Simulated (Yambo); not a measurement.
```xyz
6
Lattice="1.8979 1.0957 6.2966 -1.8979 1.0957 6.2966 0.0000 -2.1915 6.2966" Properties=species:S:1:pos:R:3 pbc="T T T"
O      0.0000     0.0000    11.7338
O      0.0000     0.0000     7.1561
F      0.0000     0.0000     2.4656
F      0.0000     0.0000    16.4243
Y      0.0000     0.0000    14.0082
Y      0.0000     0.0000     4.8817
```

Workflow: PBEsol (pw.x of Quantum ESPRESSO, ONCV potentials, no spin-orbit coupling), then G0W0 in Yambo (4×4×4 Γ-centred k mesh, 123 bands and a 7 Ry block in the screening, 123 bands in G with the Bruneval-Gonze terminator, plasmon pole fitted at 27.2 eV).

**Question.** Give the PBEsol and G0W0 gaps between the band edges found on this mesh, and say where the edges lie.

**Answer.** Edges: (0, 0.25, -0.25) → (0.25, -0.5, -0.25). PBEsol: 5.34 eV; G0W0: 7.55 eV. The mesh misses an edge: along a dense path the PBEsol gap is 4.94 eV. Among the k points computed, the smallest G0W0 gap is 7.24 eV, (0, 0.25, -0.25) → Γ. Convergence of the G0W0 settings was not tested. 

Geometry of the Materials Project entry, not relaxed at this level.
